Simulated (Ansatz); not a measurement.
Al:
```yaml
crystal:
  lattice:
    - [0.00000, 1.99536, 1.99536]
    - [1.99536, 0.00000, 1.99536]
    - [1.99536, 1.99536, 0.00000]
  atoms:
    - { symbol: Al, position: [0.00000, 0.00000, 0.00000] }
```

Relaxed with r²SCAN. Special points in fractions of this cell's reciprocal vectors: Γ (0.000, 0.000, 0.000); X (0.500, 0.000, 0.500); U (0.625, 0.250, 0.625); K (0.375, 0.375, 0.750); L (0.500, 0.500, 0.500); W (0.500, 0.250, 0.750).

List the band energies nearest the Fermi level at these points for r²SCAN (plane waves, PAW; program Ansatz).

In eV from the Fermi level; about four levels below and three above (degenerate sets whole), none deeper than 8.9 eV; … stands for higher levels left out; points with the same levels are listed once.

| k | below | above |
|---|---|---|
| Γ | – | … |
| X | -3.26 -1.67 | 5.46 … |
| U | -2.13 -1.61 -0.20 | … |
| L | -5.16 -4.59 | … |
| W | -1.00 -1.00 -0.04 | … |

Space group Fm-3m (fcc (Cu type)). The cell was relaxed with r²SCAN under the symmetry of its start.

Potentials: the earlier of the program's two PAW sets.
